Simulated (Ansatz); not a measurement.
# HgPd

```
CELL_PARAMETERS angstrom
3.02995 0.00000 0.00000
0.00000 3.02995 0.00000
0.00000 0.00000 3.69200
ATOMIC_POSITIONS crystal
Hg 0.00000 0.00000 0.00000
Pd 0.50000 0.50000 0.50000
```

Atoms are numbered in the order listed.

The conventional cell has a = 3.030 Å, b = 3.030 Å, c = 3.692 Å, α = 90.00°, β = 90.00°, γ = 90.00°. Hg (atom 1) is surrounded by 8 Pd at 2.83 Å and 4 Hg at 3.03 Å. Pd (atom 2) is surrounded by 8 Hg at 2.83 Å and 4 Pd at 3.03 Å.

The cell is COD entry 1537801, as deposited and not checked against the literature; nothing was relaxed.

Spin polarisation is left out, and whether a magnetic state lies lower isn't shown here.

No spin–orbit coupling, which matters for the heavy atoms here.

Methods: DFT, PBEsol, all-electron LAPW, scalar-relativistic (Ansatz 0.2.0); DFT, PBEsol, PAW with Ansatz's default frozen-core files, scalar-relativistic (Ansatz 0.2.0).

For LAPW: a Γ-centred 11×11×9 k mesh, Fermi–Dirac smearing of 0.05 eV, basis error target 0.5 meV/atom, no spin polarisation. PAW takes a cutoff of 420 eV at this cell (files made with PBE, cores remade for this functional). The Ansatz runs share mesh, smearing and spin set-up. Values come from LAPW unless marked.

```
Volume per atom       : 16.95 Å³
Pressure at this cell : 0.03 GPa
```

**Question.** Predict this quantity. Stress xx, yy, zz (compression positive).

**Answer.** -0.21, -0.21, 0.52 GPa.

**Question.** Give the computed value. Density of states at the Fermi level (0.2 eV bin).

**Answer.** 0.50 states/eV per cell.

**Question.** Bader charges (from the PAW run): what does the calculation give?

**Answer.** Hg1 +0.09, Pd2 -0.09 e.

**Question.** Predict this quantity. Band gap.

**Answer.** none: bands cross the Fermi level, a metal.

**Question.** Give the computed value. Löwdin charges (with 0.86 e of the cell spilling out of the atomic basis, so their sizes and signs hang on that basis).

**Answer.** Hg1 0.46, Pd2 0.40 e.
